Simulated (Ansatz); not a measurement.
# Piezoelectric tensor of LiLaCdAs2

Level of theory: DFT PBE, scalar-relativistic, plane waves, PAW in Ansatz. Cutoff 420 eV, 6×6×4 k-points (Γ-centred), fixed occupations. No spin polarisation.

Equilibrium structure at this level:
```xyz
5
Lattice="4.4312 0.0000 0.0000 -2.2156 3.8375 0.0000 0.0000 0.0000 7.1477" Properties=species:S:1:pos:R:3 pbc="T T T"
Li    2.2156    1.2792    2.6284
La    0.0000    0.0000    0.0718
Cd    0.0000    2.5583    4.4192
As    0.0000    2.5583    1.7328
As    2.2156    1.2792    5.4431
```

The cell was found from a structure generator's guess, not taken from experiment.

Task: Give the relaxed-ion proper piezoelectric stress tensor e_iJ (C/m², Voigt columns xx yy zz yz xz xy).

Result:
```
x    0.000  0.000  0.000  0.000  0.103  0.015
y    0.015 -0.015  0.000  0.103  0.000  0.000
z    0.018  0.018  0.012  0.000  0.000  0.000
```
Signs follow the orientation of the cell as given.

Task: With the elastic constants (GPa, Voigt order)
```
103.6  28.6  34.2  -5.7   0.0   0.0
 28.6 103.6  34.2   5.7   0.0   0.0
 34.2  34.2  96.6   0.0   0.0   0.0
 -5.7   5.7   0.0  34.2   0.0   0.0
  0.0   0.0   0.0   0.0  34.2  -5.7
  0.0   0.0   0.0   0.0  -5.7  37.5
```
find the strain coefficients d = e·C⁻¹ (pC/N).

Result:
```
x    0.00  0.00  0.00  0.00  3.16  0.87
y    0.44 -0.44  0.00  3.16  0.00  0.00
z    0.12  0.12  0.04  0.00  0.00  0.00
```
